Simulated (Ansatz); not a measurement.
**Is this TlB structure a true minimum?**

The structure comes from a generated guess, relaxed at this level; another structure or a mixture of phases may lie lower.

These are results of DFT PBE, scalar-relativistic, plane waves, PAW (Ansatz 0.2.0), not measurements. Plane waves to 420 eV, a k mesh through Γ of 20×20×20 on the computed 2-atom cell and Gaussian smearing (0.10 eV); no spin polarisation.

The cell below (2 atoms, space group Fm-3m (No. 225)) is relaxed within its symmetry.

```cif
data_structure
_symmetry_space_group_name_H-M 'P 1'
_symmetry_Int_Tables_number 1
_cell_length_a 3.6631
_cell_length_b 3.6631
_cell_length_c 3.6631
_cell_angle_alpha 119.982
_cell_angle_beta 119.982
_cell_angle_gamma 90.031
_cell_volume 34.77
loop_
_atom_site_label
_atom_site_type_symbol
_atom_site_fract_x
_atom_site_fract_y
_atom_site_fract_z
_atom_site_occupancy
Tl1 Tl 0.50000 0.50000 0.00000 1
B1 B 0.00000 0.00000 0.00000 1
```

For the test a repeat of it with 8 atoms (edges 3.66, 6.35, 6.35 Å) was strained at random (σ = 1.5 % a component), the atoms were moved at random (σ = 0.15 Å), and all was relaxed again on a coarse 6×4×4 mesh (in the run’s order of axes) with 0.20 eV smearing, with no symmetry imposed.

These runs have no spin–orbit coupling, which can matter for Tl.

Question: Does it come back?

Answer: It returns, within 1 meV/atom of the unmoved cell on that mesh and with the same symmetry when read at 0.1 Å (P-1 at 0.01 Å, so small strains and shifts remain). No instability shows in this cell; modes of other wave vectors, which need another repeat, aren't tested.
